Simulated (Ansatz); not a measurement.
Al₂Au (fluorite type, space group Fm-3m)

```yaml
crystal:
  lattice:
    - [0.00000, 5.95664, 5.95664]
    - [2.97832, 0.00000, 2.97832]
    - [2.97832, 2.97832, 0.00000]
  atoms:
    - { symbol: Al, position: [0.12500, 0.25000, 0.25000] }
    - { symbol: Al, position: [0.62500, 0.25000, 0.25000] }
    - { symbol: Al, position: [0.37500, 0.75000, 0.75000] }
    - { symbol: Al, position: [0.87500, 0.75000, 0.75000] }
    - { symbol: Au, position: [0.00000, 0.00000, 0.00000] }
    - { symbol: Au, position: [0.50000, 0.00000, 0.00000] }
```

The atoms are displaced by Q × the pattern below (from a DFPT mode at L = (0.5, 0.0, 0.0), largest move 1; Q in Å), at fixed cell. It is one choice among 2 degenerate patterns. (q is in reciprocal vectors of the primitive cell; the cell shown is doubled to hold the pattern.)

```csv
atom,x,y,z
Al1,-0.202,0.368,-0.570
Al2,0.202,-0.368,0.570
Al3,0.202,-0.368,0.570
Al4,-0.202,0.368,-0.570
Au5,-0.285,0.520,-0.805
Au6,0.285,-0.520,0.805
```

These are LDA (plane waves to 420 eV, PAW, scalar-relativistic; Ansatz, an electronic-structure program) values and carry that method's errors. k mesh 7×14×14 (Γ-centred), Fermi-Dirac smearing 0.05 eV. The energy includes the smearing's −TS. With partly filled bands, energies and forces of such displacements shift with the k mesh and the smearing. Al2Au was relaxed with its symmetry unable to fall. Spin-orbit coupling is left out, though Au is heavy. ΔE is measured from the undisplaced structure. The last digit holds for this mesh only.

| Q (Å) | ΔE (meV/cell) |
|---|---|
| -0.180 | 103.1 |
| -0.150 | withheld |
| -0.120 | 46.2 |
| -0.090 | 26.0 |
| -0.060 | 11.6 |
| -0.030 | 2.9 |
| 0.000 | 0.0 |
| 0.030 | 2.9 |
| 0.060 | 11.6 |
| 0.090 | 26.0 |
| 0.120 | 46.2 |
| 0.150 | withheld |
| 0.180 | 103.1 |

Question: Fit an even polynomial form (powers 2, 4) to the given rows and predict ΔE at Q = 0.150.

Answer: Least squares on the 11 given rows: ΔE = (3226)·Q² + (-1342)·Q⁴, in meV/cell with Q in Å; root-mean-square residual 0.02 meV/cell. At 0.150 the fit gives 71.9 meV/cell; the calculation gives 71.9 meV/cell, the same to the digits shown. The quadratic term alone would give 72.6 meV/cell.

(A displaced cell: forces are minus the slopes of the energy, force constants its curvatures, and phonons follow from these.)
